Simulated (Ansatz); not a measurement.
# What DFT gives for YbSe

```yaml
crystal:
  lattice:
    - [0.00000, 2.99405, 2.99405]
    - [2.99405, 0.00000, 2.99405]
    - [2.99405, 2.99405, 0.00000]
  atoms:
    - { symbol: Yb, position: [0.50000, 0.50000, 0.50000] }
    - { symbol: Se, position: [0.00000, 0.00000, 0.00000] }
```

Level: r2SCAN, no spin polarisation; 500 eV; 7×7×7 Γ-centred mesh; fermi-dirac occupations (width 0.0946 eV); Ansatz 0.2.0, fixed geometry.

**Question.** What does the stress say?

**Answer.** The pressure is -4.0 GPa (compression positive), so with the atoms held at these fractions the cell would first shrink.

**Question.** Is it stable against the elements?

**Answer.** -2.24 eV an atom against the elements' usual phases (free molecules for gases, crystals otherwise, with no correction for O₂ or N₂), so it is bound against them; other compounds may still compete. Relaxing would lower it.

**Question.** Is there a gap?

**Answer.** It is a metal on this mesh, though the bands barely overlap, with about 0.14 states/eV a cell as the mean within 0.25 eV of the Fermi level, mostly Yb d (63 %) and Yb f (30 %).

**Question.** What do density and ELF say about some of the short contacts?

**Answer.** Yb–Se at 2.99 Å: least valence density 0.19 e/Å³ and ELF 0.14 there. These are pseudo-fields; inside the PAW spheres they differ from the all-electron ones.

**Question.** Which element gives electrons and which takes them?

**Answer.** Bader charges in e: Yb +1.51, Se -1.51. In the mean Yb gives up most and Se takes most.

Origin: a database entry at a rescaled volume. Caveats: no spin polarisation, so a magnetic state may lie lower; f levels without a U or exact exchange are poorly placed.
